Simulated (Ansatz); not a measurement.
# Si3N4: excitons and shallow donors from band masses and screening

These are results of DFT PBEsol, scalar-relativistic, plane waves, PAW in Ansatz, not measurements.

Cutoff 420 eV; k points 6×6×6 on the computed 14-atom cell (Γ-centred); Gaussian smearing, width 0.02 eV; no spin polarisation.

Relaxed cell: I-43d, a = 6.455 Å, b = 6.455 Å, c = 6.455 Å, α = 90.00°, β = 90.00°, γ = 90.00°, 14 atoms in the primitive cell. This form isn't the usual stable structure of the compound.

The calculation gives a Kohn–Sham gap of 3.96 eV, an electron mass of 0.596 mₑ and a hole mass of 1.28 mₑ (harmonic means over x, y, z and over the bands degenerate at each edge), and ε∞ = 4.93 (independent particles, mean of the diagonal).

Estimate the binding energy and radius of a Wannier–Mott exciton and of a shallow donor, and say whether the hydrogenic model can hold.

The reduced mass is μ = mₙmₕ/(mₙ + mₕ) = 0.407 mₑ, with mₙ and mₕ the band masses. With E_b = 13.606 eV × μ/ε² and a = 0.529 Å × ε/μ (μ in mₑ) the exciton has E_b = 228 meV and a = 6.4 Å. For a donor μ is the electron mass: 334 meV and 4.4 Å. The radius isn't large against the shortest lattice vector (5.59 Å), so the continuum picture is doubtful and the numbers are only a scale. In a polar crystal the ions screen too, so a state bound more weakly than an optical phonon feels the larger static constant, which lowers the energy and widens the orbit. The other way, the small Kohn–Sham gap and the missing local fields make ε∞ too large and the masses tend to be too light, which underbinds. The edges lie at different points of the zone, so the exciton is indirect.

Cost: 4 runs of about 4.7 core-minutes in all, on Oxide Virtual Turin-like Processor (Zen 5) (shared hosts).